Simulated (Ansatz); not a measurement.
Cell and atoms are relaxed with the symmetry kept. Start:

```yaml
crystal:
  lattice:
    - [2.81075, 0.00000, 0.00000]
    - [0.00000, 2.81075, 0.00000]
    - [0.00000, 0.00000, 3.68500]
  atoms:
    - { symbol: Cu, position: [0.50000, 0.50000, 0.50000] }
    - { symbol: Au, position: [0.00000, 0.00000, 0.00000] }
```

These are results of DFT PBEsol, scalar-relativistic, plane waves, PAW (Ansatz 0.2.0), not measurements.

Cutoff 420 eV; k points 14×14×12 on the computed 2-atom cell (Γ-centred); Gaussian smearing, width 0.10 eV; no spin polarisation.

Task: What does it relax to?

Result: The volume drops by 0.34 Å³/atom to 14.21 Å³/atom, and the energy falls by 5.7 meV/atom. Final structure:
```xyz
2
Lattice="2.8343 0.0000 0.0000 0.0000 2.8343 0.0000 0.0000 0.0000 3.5383" Properties=species:S:1:pos:R:3 pbc="T T T"
Cu    1.4171    1.4171    1.7692
Au    0.0000    0.0000    0.0000
```

Spin–orbit coupling is left out, which can shift energies with elements as heavy as these.

Cost: 1 run of about 1.2 core-minutes, on Arm Neoverse V2 (shared hosts).